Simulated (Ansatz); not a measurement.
A geometry of Ga₂O₃ away from equilibrium: step 4 of the relaxation of a generated cell, Ga2O3 placed in the AFLOW prototype A2B3_tP10_127_g_ah (D5_a). Calculation: r2SCAN (plane waves to 500 eV, PAW, scalar-relativistic; Ansatz, a first-principles code). Γ-centred k-mesh 6×6×11 on the run's cell, Fermi–Dirac smearing 0.05 eV. The plane waves were selected for a different cell earlier on the path.

```xyz
10
Lattice="5.6170 0.0000 0.0000 0.0000 5.6170 0.0000 0.0000 0.0000 2.8363" Properties=species:S:1:pos:R:3 pbc="T T T"
O      0.0000     0.0000     0.0000
O      2.8085     2.8085     0.0000
O      0.7833     3.5918     1.4182
O      3.5918     4.8337     1.4182
O      2.0252     0.7833     1.4182
O      4.8337     2.0252     1.4182
Ga     1.8246     4.6331     0.0000
Ga     4.6331     3.7924     0.0000
Ga     0.9839     1.8246     0.0000
Ga     3.7924     0.9839     0.0000
```

Give the Cartesian forces on all atoms (eV/Å).


```json
[
 {"atom": "O1", "Fx": "0.00", "Fy": "0.00", "Fz": "0.00"},
 {"atom": "O2", "Fx": "0.00", "Fy": "0.00", "Fz": "0.00"},
 {"atom": "O3", "Fx": "0.52", "Fy": "0.52", "Fz": "0.00"},
 {"atom": "O4", "Fx": "0.52", "Fy": "-0.52", "Fz": "0.00"},
 {"atom": "O5", "Fx": "-0.52", "Fy": "0.52", "Fz": "0.00"},
 {"atom": "O6", "Fx": "-0.52", "Fy": "-0.52", "Fz": "0.00"},
 {"atom": "Ga7", "Fx": "-0.85", "Fy": "-0.85", "Fz": "0.00"},
 {"atom": "Ga8", "Fx": "-0.85", "Fy": "0.85", "Fz": "0.00"},
 {"atom": "Ga9", "Fx": "0.85", "Fy": "-0.85", "Fz": "0.00"},
 {"atom": "Ga10", "Fx": "0.85", "Fy": "0.85", "Fz": "0.00"}
]
```

The path ends in P4/mbm (No. 127). No spin polarisation in the result.

The run could not lose the symmetry of its start, so the end can be a saddle point.

The end of the path is a generated cell of Ga2O3: the first start was made by placing the elements on the sites of a structure type, and the end was not matched to a known phase here, so it may be hypothetical. Known forms of Ga2O3 include space group No. 12, 167.
